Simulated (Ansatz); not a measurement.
What DFT gives for RbLuO$_{2}$

```xyz
4
Lattice="3.3930 0.0000 0.0000 -1.6965 2.9385 0.0000 0.0000 -1.9590 6.3703" Properties=species:S:1:pos:R:3 pbc="T T T"
Rb    0.0000    0.0000    0.0000
Lu    1.6965   -0.9795    3.1851
O     0.0000    0.0000    4.2617
O     1.6965    0.9795    2.1086
```

Method: r2SCAN, no spin polarisation; PAW, plane waves to 500 eV, 9×9×9 Γ-centred mesh, fermi-dirac occupations (width 0.1 eV) (Ansatz 0.2.0), atoms fixed.

What is the band gap?

The gap is 3.65 eV, indirect (the least direct gap found is 3.95 eV). A semilocal functional usually gives too small a gap.

What is the formation energy?

-2.94 eV an atom against the elements' usual phases (free molecules for gases, crystals otherwise, with no correction for O₂ or N₂), so it is bound against them; other compounds may still compete. Relaxing would lower it.

Describe some of the short contacts.

Lu–O at 2.24 Å: least valence density 0.47 e/Å³ and ELF 0.14 there. Rb–O at 2.88 Å: least valence density 0.12 e/Å³ and ELF 0.05 there, a closed-shell (ionic or weak) contact. Rb–Rb at 3.39 Å: least valence density 0.05 e/Å³ and ELF 0.02 there, a closed-shell (ionic or weak) contact. These are pseudo-fields; inside the PAW spheres they differ from the all-electron ones.

Where is the largest force?

The largest is on O3 (and as large on other atoms): 0.63 eV/Å, components (0.00, 0.00, 0.63). It makes 119° with the line to a nearest neighbour, Lu2 at 2.24 Å.

Origin: a database entry at a rescaled volume.
